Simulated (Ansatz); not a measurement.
Cu2O (cuprite type, space group Pn-3m)

```cif
data_Cu4O2
_chemical_formula_sum 'Cu4 O2'
_space_group_name_H-M_alt 'Pn-3m :1'
_space_group_IT_number 224
_space_group_name_Hall 'P 4n 2 3 -1n'
_cell_length_a 4.22235
_cell_length_b 4.22235
_cell_length_c 4.22235
_cell_angle_alpha 90.000
_cell_angle_beta 90.000
_cell_angle_gamma 90.000
loop_
_atom_site_label
_atom_site_type_symbol
_atom_site_symmetry_multiplicity
_atom_site_Wyckoff_symbol
_atom_site_fract_x
_atom_site_fract_y
_atom_site_fract_z
_atom_site_occupancy
Cu1 Cu 4 c 0.75000 0.75000 0.75000 1
O1 O 2 a 0.00000 0.00000 0.00000 1
```

This relaxed cell (volume V₀) is scaled evenly in all directions, its shape held. Symmetry pins the atoms to their sites.

All values below come from PBEsol (plane waves to 420 eV, PAW, scalar-relativistic; Ansatz, a first-principles code). k mesh 8×8×8 (Γ-centred), Fermi-Dirac smearing 0.05 eV. Stress and pressure are positive under compression. Cu2O is run without spin polarisation. Cu2O was relaxed with its symmetry unable to fall. 

```json
[
 {"V (Å³/atom)": "11.793", "P (GPa)": "9.37"},
 {"V (Å³/atom)": "11.982", "P (GPa)": "6.72"},
 {"V (Å³/atom)": "12.170", "P (GPa)": "[?]"},
 {"V (Å³/atom)": "12.358", "P (GPa)": "[?]"},
 {"V (Å³/atom)": "12.546", "P (GPa)": "0.00"},
 {"V (Å³/atom)": "12.734", "P (GPa)": "-1.88"},
 {"V (Å³/atom)": "12.923", "P (GPa)": "[?]"},
 {"V (Å³/atom)": "13.111", "P (GPa)": "-5.19"},
 {"V (Å³/atom)": "13.299", "P (GPa)": "-6.64"}
]
```

Q: What belongs in the gaps?

A: 
- 12.170, P (GPa): 4.28
- 12.358, P (GPa): 2.05
- 12.923, P (GPa): -3.61

(A scan under strain: stresses follow from slopes of the energy per volume, elastic moduli from its curvatures.)
